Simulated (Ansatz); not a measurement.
Input file for Ansatz (a program for electronic structure):

Ansatz 0.2 input:
```yaml
crystal:
  lattice:
    - [3.1541206017, 0.0, 0.0]
    - [-1.5770603008, 2.7315485676, 0.0]
    - [0.0, 0.0, 12.1348441043]
  atoms:
    - { symbol: W, position: [0.3333333333, 0.6666666667, 0.25] }
    - { symbol: W, position: [0.6666666667, 0.3333333333, 0.75] }
    - { symbol: S, position: [0.3333333333, 0.6666666667, 0.6202229144] }
    - { symbol: S, position: [0.6666666667, 0.3333333333, 0.3797770856] }
    - { symbol: S, position: [0.6666666667, 0.3333333333, 0.1202229144] }
    - { symbol: S, position: [0.3333333333, 0.6666666667, 0.8797770856] }
kpoints:
  mp_grid: { grid: [8, 8, 2] }
  band_path:
    path:
      - [[0.0, 0.0, 0.0], [0.5, 0.0, 0.0], [0.3333333333, 0.3333333333, 0.0], [0.0, 0.0, 0.0], [0.0, 0.0, 0.5], [0.5, 0.0, 0.5], [0.3333333333, 0.3333333333, 0.5], [0.0, 0.0, 0.5]]  # Γ-M-K-Γ-A-L-H-A
      - [[0.5, 0.0, 0.5], [0.5, 0.0, 0.0]]  # L-M
      - [[0.3333333333, 0.3333333333, 0.5], [0.3333333333, 0.3333333333, 0.0]]  # H-K
      - [VBM, CBM]
    npoints: 8
basis: { xc_grid: 2 }
hamiltonian:
  xc: pbe
  dispersion: d3bj
  pseudopotentials: { azcp: { folder: ./paw }, kind: paw_fr }
magnetization: { noncollinear: true, spin_orbit: true }
scf:
  n_extra_bands: 12
  convergence: { dr2_threshold: 0.0000000001 }
  occupations: { method: gaussian, width: 0.01 }
checkpoint: { write: soc.run }
output: { eigenvalues: true }
```

Output (shortened):

```
Pseudopotential: W, paw, valence charge 14
Pseudopotential: S, paw, valence charge 6
Functional definition: PBE
non-collinear run that drives no moment, with spin-orbit …
Crystal: 6 atoms, lattice volume = 104.549 Å³
Basis set: ecut = 420 eV, 2033 PW (Γ), exchange–correlation on 48×48×180 points (8 copies of the dense FFT grid, shifted against one another)
Bands: 64, of which v1, the nominal top of the filled ones, is band 52 counted from 1 (51 counted from 0)
Symmetry: 24 space group operations + 24 with time reversal
k-points: 20 of 128
Projection manifold: j_resolved (fully-relativistic pseudo-atomic orbitals)
SCF iter   1: F=—  HF=-24437.608563 eV  |F-HF|=—  |Δ(HF+E_count)|=         —  Δρ=4.24e-2  dr2=2.90e0  dr2_m=0.00e0 (ungated)  ethr=3.10e-3  |M|=0.00e0 ∫|m|=0.00e0 μB  |m|>n=0.0e0 m-floor=0.0e0 τ_xc=0.0e0  β_m=0.30  ⟨swp⟩=7.1  Hψ=3448  notcnv=0
preconditioner: auto → Resta (q_TF=auto, 2.429 Å⁻¹)
spin=Noncollinear: Resta preconditioning applied to the charge; magnetization (m_x, m_y, m_z) channels mix plain (no charge-response kernel on spin).
SCF iter   2: F=—  HF=-24437.198771 eV  |F-HF|=—  |Δ(HF+E_count)|=   4.10e-1  Δρ=3.14e-2  dr2=1.68e0  dr2_m=0.00e0 (ungated)  ethr=3.10e-3  |M|=0.00e0 ∫|m|=0.00e0 μB  |m|>n=0.0e0 m-floor=0.0e0 τ_xc=0.0e0  β_m=0.65  ⟨swp⟩=1.0  Hψ=740  notcnv=0  defer=12
SCF iter   3: F=—  HF=-24436.775008 eV  |F-HF|=—  |Δ(HF+E_count)|=   4.24e-1  Δρ=7.28e-3  dr2=8.28e-2  dr2_m=0.00e0 (ungated)  ethr=3.10e-3  |M|=0.00e0 ∫|m|=0.00e0 μB  |m|>n=0.0e0 m-floor=0.0e0 τ_xc=0.0e0  β_m=0.75  ⟨swp⟩=3.1  Hψ=1127  notcnv=0  defer=12
SCF iter   4: F=—  HF=-24436.762788 eV  |F-HF|=—  |Δ(HF+E_count)|=   1.22e-2  Δρ=2.84e-3  dr2=1.26e-2  dr2_m=0.00e0 (ungated)  ethr=1.59e-4  |M|=0.00e0 ∫|m|=0.00e0 μB  |m|>n=0.0e0 m-floor=0.0e0 τ_xc=0.0e0  β_m=0.87  ⟨swp⟩=3.2  Hψ=1118  notcnv=0  defer=102
SCF iter   5: F=—  HF=-24436.765555 eV  |F-HF|=—  |Δ(HF+E_count)|=   2.77e-3  Δρ=1.25e-3  dr2=4.92e-3  dr2_m=0.00e0 (ungated)  ethr=2.42e-5  |M|=0.00e0 ∫|m|=0.00e0 μB  |m|>n=0.0e0 m-floor=0.0e0 τ_xc=0.0e0  β_m=0.90  ⟨swp⟩=2.4  Hψ=1046  notcnv=0  defer=102
SCF iter   6: F=—  HF=-24436.764744 eV  |F-HF|=—  |Δ(HF+E_count)|=   8.11e-4  Δρ=3.00e-4  dr2=3.60e-4  dr2_m=0.00e0 (ungated)  ethr=9.46e-6  |M|=0.00e0 ∫|m|=0.00e0 μB  |m|>n=0.0e0 m-floor=0.0e0 τ_xc=0.0e0  β_m=0.95  ⟨swp⟩=2.3  Hψ=962  notcnv=0  defer=102
SCF iter   7: F=—  HF=-24436.764837 eV  |F-HF|=—  |Δ(HF+E_count)|=   9.28e-5  Δρ=5.42e-5  dr2=4.06e-6  dr2_m=0.00e0 (ungated)  ethr=6.92e-7  |M|=0.00e0 ∫|m|=0.00e0 μB  |m|>n=0.0e0 m-floor=0.0e0 τ_xc=0.0e0  β_m=0.98  ⟨swp⟩=2.0  Hψ=908  notcnv=0  defer=102
SCF iter   8: F=—  HF=-24436.764787 eV  |F-HF|=—  |Δ(HF+E_count)|=   5.05e-5  Δρ=1.92e-5  dr2=4.25e-7  dr2_m=0.00e0 (ungated)  ethr=7.81e-9  |M|=0.00e0 ∫|m|=0.00e0 μB  |m|>n=0.0e0 m-floor=0.0e0 τ_xc=0.0e0  β_m=0.99  ⟨swp⟩=3.8  Hψ=1478  notcnv=0  defer=102
SCF iter  11: F=-24436.764787 eV  HF=-24436.764787 eV  |F-HF|=1.82e-11  |Δ(HF+E_count)|=  2.22e-10  Δρ=1.05e-7  dr2=2.88e-11  dr2_m=0.00e0 (ungated)  ethr=1.00e-12  |M|=0.00e0 ∫|m|=0.00e0 μB  |m|>n=0.0e0 m-floor=0.0e0 τ_xc=0.0e0  ⟨swp⟩=12.1  Hψ=2555  notcnv=0
SCF 1 converged in 11 iterations: F = -24436.764787 eV  dr2 = 2.88e-11
NSCF: frozen V_eff on 28 k-points
NSCF: frozen V_eff on 28 k-points
NSCF: frozen V_eff on 28 k-points
NSCF: frozen V_eff on 1 k-points
NSCF: frozen V_eff on 11 k-points
NSCF: frozen V_eff on 10 k-points
NSCF: frozen V_eff on 8 k-points
NSCF: frozen V_eff on 16 k-points
NSCF: frozen V_eff on 3 k-points
NSCF: frozen V_eff on 7 k-points
NSCF: frozen V_eff on 5 k-points
NSCF: frozen V_eff on 13 k-points
NSCF: frozen V_eff on 84 k-points
SCF converged after 11 iterations
Magnetization: |M| = 0.0000 μB,  M = (+0.0000, +0.0000, +0.0000) μB
Absolute magnetization: 0.0000 μB (∫|m|)
  site 0: m = (+0.0000, +0.0000, +0.0000) μB, |m| = 0.0000 μB  (R = 0.99 Å)
  site 1: m = (+0.0000, +0.0000, +0.0000) μB, |m| = 0.0000 μB  (R = 0.99 Å)
  site 2: m = (+0.0000, +0.0000, +0.0000) μB, |m| = 0.0000 μB  (R = 0.99 Å)
  site 3: m = (+0.0000, +0.0000, +0.0000) μB, |m| = 0.0000 μB  (R = 0.99 Å)
  site 4: m = (+0.0000, +0.0000, +0.0000) μB, |m| = 0.0000 μB  (R = 0.99 Å)
  site 5: m = (+0.0000, +0.0000, +0.0000) μB, |m| = 0.0000 μB  (R = 0.99 Å)
Free energy (F): -24436.764787 eV
Harris-Foulkes:  -24436.764787 eV  (|F-HF|=1.82e-11)
Internal energy: -24436.764787 eV  (E = F + TS)
E sigma→0 (E₀):  -24436.764787 eV
Fermi energy:    12.544219 eV
--- Per-component energies (eV) ---
  E_band       = -365.712604
  E_kinetic    = 1269.504839
  E_local      = -3261.865931  (includes V_loc(G=0)·N_el)
  E_nonlocal   = 80.814064
  E_hartree    = 1351.403998
  E_xc         = -892.355021
  E_vxc        = -795.566129  (∫ρ·V_xc dr)
  E_paw        = -19631.272103  (= ΣΔE_a)
  E_vpaw       = -361.407939  (= ΣTr[D̂ρ^β])
  E_aug_tail   = 0.000307  (compensation charges beyond the density's cutoff)
  E_ewald      = -3350.382158
  E_disp       = -2.612783  (pairwise vdW)
  E_smearing   =  0.000000  (= −TS)
  E_closure    = 0.000000  (closes the sum)
  Σ components = -24436.764787   (vs F -24436.764787, Δ=0.00e0)
  [band-id]    e_kinetic+e_local+e_nonlocal+2·e_hartree+e_vxc+e_vpaw+e_augmentation_tail = -365.712793   (vs E_band -365.712604, Δ=-1.89e-4)
--- Band table (eV; the first three rows and the last of 20) ---
  k-point 0: bands = ["-62.4292", "-62.4292", "-62.4292", "-62.4292", "-33.8061", "-33.8061", "-33.8061", "-33.8061", "-24.0982", "-24.0982", "-24.0981", "-24.0981", "-23.9287", "-23.9287", "-23.9287", "-23.9287", "-3.6857", "-3.6857", "-3.4002", "-3.4002", …
  k-point 1: bands = ["-62.4292", "-62.4292", "-62.4292", "-62.4292", "-33.8061", "-33.8061", "-33.8061", "-33.8061", "-24.0981", "-24.0981", "-24.0981", "-24.0981", "-23.9287", "-23.9287", "-23.9287", "-23.9287", "-3.5624", "-3.5624", "-3.5624", "-3.5624", …
  k-point 2: bands = ["-62.4263", "-62.4263", "-62.4263", "-62.4263", "-33.8164", "-33.8164", "-33.8164", "-33.8164", "-24.1055", "-24.1055", "-24.1054", "-24.1054", "-23.9708", "-23.9708", "-23.9708", "-23.9708", "-3.4235", "-3.4235", "-3.1393", "-3.1393", …
  k-point 19: bands = ["-62.4078", "-62.4078", "-62.4078", "-62.4078", "-33.8885", "-33.8885", "-33.8793", "-33.8793", "-24.2844", "-24.2844", "-24.2414", "-24.2414", "-24.1296", "-24.1296", "-24.1186", "-24.1186", "-1.1659", "-1.1659", "-0.9977", "-0.9977", …
```

Cost: about 100 core-seconds (a rough figure) on shared cores.

Space group P6_3/mmc. The PBE+D3(BJ) relaxation kept the symmetry of its start. No spin polarisation was allowed.

Potentials: the earlier of the program's two PAW sets.

Ansatz is a plane-wave DFT program.
